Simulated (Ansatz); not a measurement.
This In₂TeH₂ structure is the end of a relaxation. The cell was found from a structure generator's guess, not taken from experiment.

Method: DFT PBE, scalar-relativistic, plane waves, PAW in Ansatz. Cutoff 420 eV, Γ-centred mesh, Gaussian smearing, no spin polarisation.

```
In Te H
1.0
     5.24876    0.00000    0.00000
     0.00000    5.24876    0.00000
     0.00000    0.00000    4.12507
In Te H
2 1 2
Direct
  0.00000 0.50000 0.00000
  0.50000 0.00000 0.00000
  0.50000 0.50000 0.50000
  0.50000 0.50000 0.00000
  0.00000 0.00000 0.50000
```

Formation energies are uncorrected and refer to the elements' standard structures at the same level (H₂ as a molecule).

Problem. What space group does it have?

Solution. P4/mmm (No. 123). Conventional cell: a = 5.249 Å, c = 4.125 Å. In has 2 H at 2.62 Å, 4 H at 3.34 Å and 4 Te at 3.34 Å; Te is surrounded by 2 H at 2.06 Å, 8 In at 3.34 Å and 4 H at 3.71 Å; H on its first site has 2 Te at 2.06 Å and 4 In at 2.62 Å; H on its second site is surrounded by 8 In at 3.34 Å and 4 Te at 3.71 Å (long contacts).

Problem. What is its formation energy per atom?

Solution. +0.52 eV/atom. The separate elements lie lower, so it is unstable against them.

Problem. Is it a metal?

Solution. Yes, bands cross the Fermi level on the 8×8×10 mesh.

The last run used an 8×8×10 mesh (in the run's order of axes) for its 5-atom cell and Gaussian smearing of 0.10 eV. These runs have no spin–orbit coupling, which can matter for Te. The reference form of Te is held partly by dispersion forces, which this level lacks. With hydrogen, zero-point motion can shift formation energies by some tens of meV/atom. A structure relaxed within its symmetry needn't be a true minimum. Another cell of In2TeH2 relaxed alike, in P-3m1, lies 0.33 eV/atom lower, so this cell isn't the stable form at this level.
